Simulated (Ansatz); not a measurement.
Input:

TiSi:
```xyz
2
Lattice="0.0000 2.5445 2.5445 2.5445 0.0000 2.5445 2.5445 2.5445 0.0000" Properties=species:S:1:pos:R:3 pbc="T T T"
Si     0.0000     0.0000     0.0000
Ti     2.5445     2.5445     2.5445
```

This is the r²SCAN-relaxed structure.

Task: All from r²SCAN in the plane-wave PAW code Ansatz, unless another level is named. Give the electronic character.

Result: metallic (no gap).

Task: Predict the density of states at the Fermi level.

Result: 0.18 states/eV per atom (mean over ±0.08 eV).

Task: Predict the formation energy from the elements (no fitted shifts).

Result: -0.46 eV/atom.

Space group Fm-3m (rock salt). A made-up cell: these elements were put on the sites of a structure type; neither database checked (COD, Materials Project) lists it. COD files the formula under space group No. 25, so this cell is another polymorph or a model. Whether it is the stable phase at ambient conditions was not checked. Symmetry was held in the r²SCAN relaxation; whether a distortion lowers the energy is not shown. No spin polarisation was allowed. The references are the lowest solids computed at this level, not always the standard phases.

Potentials: the later of the program's two PAW sets.
